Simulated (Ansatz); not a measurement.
**Moving the dispersion correction in InSb3**

The cell as given:

```
CELL_PARAMETERS angstrom
4.80637 0.00000 0.00000
0.00000 4.80637 0.00000
0.00000 0.00000 4.80637
ATOMIC_POSITIONS crystal
Sb 0.50000 0.50000 0.00000
Sb 0.00000 0.50000 0.50000
Sb 0.50000 0.00000 0.50000
In 0.00000 0.00000 0.00000
```

The cell comes from a database or a generator and needn't be the stable form of this composition.

Kept alike: task relaxation of cell and atoms; functional PBEsol; k mesh 6 × 6 × 6; occupations fermi-dirac, width 0.05 eV; no spin polarisation. Program: Ansatz, Ansatz PAW, cutoff 420 eV. The mesh is that of the run's cell of 4 atoms. No spin-orbit coupling.

| dispersion correction | volume (Å³/atom) |
| --- | --- |
| D3(BJ) | 25.119 |
| D3(BJ)-ATM | 25.263 |
| D4 | 25.633 |
| none | 26.391 |

The relaxations keep at least the cell's symmetry (Pm-3m). For a metal such a mesh leaves the last digits unconverged. Relaxations stop with a little pressure left, so the last digits of a volume or edge aren't settled. All rows use potentials made for PBE.

What does the dispersion correction change here?

The volume runs from 25.119 (D3(BJ)) to 26.391 Å³/atom (none). Against no correction: D3(BJ) -4.8 %; D3(BJ)-ATM -4.3 %; D4 -2.9 %. Dispersion terms mostly attract and so lower the volume; the schemes' coefficients and damping set how far.
